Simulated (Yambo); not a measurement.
RbH (rock salt, space group Fm-3m, No. 225): the exchange self-energy on PBEsol orbitals (Yambo, 4×4×4 mesh) holds the Coulomb divergence, which is integrated with random points (RandQpts).

```json
[
 {"random points": "1,000", "exchange-only gap L → L (eV)": "10.05", "shift of the valence edge (eV)": "-3.58", "gap against the reference (meV)": "86"},
 {"random points": "10,000", "exchange-only gap L → L (eV)": "9.83", "shift of the valence edge (eV)": "-3.32", "gap against the reference (meV)": "-134"},
 {"random points": "100,000", "exchange-only gap L → L (eV)": "9.99", "shift of the valence edge (eV)": "-3.52", "gap against the reference (meV)": "26"},
 {"random points": "1,000,000", "exchange-only gap L → L (eV)": "9.99", "shift of the valence edge (eV)": "-3.52", "gap against the reference (meV)": "26"},
 {"random points": "5,000,000", "exchange-only gap L → L (eV)": "9.96", "shift of the valence edge (eV)": "-3.48", "gap against the reference (meV)": "reference"}
]
```

No other run stays within 20 meV of the one with most points. The error is statistical; each row is a single draw, so the rows fix no rate of convergence.

Geometry of the Materials Project entry, not relaxed at this level; primitive cell a = b = c = 4.248 Å, α = β = γ = 60.00°.

A shift is the quasiparticle energy of the state minus its PBEsol energy.
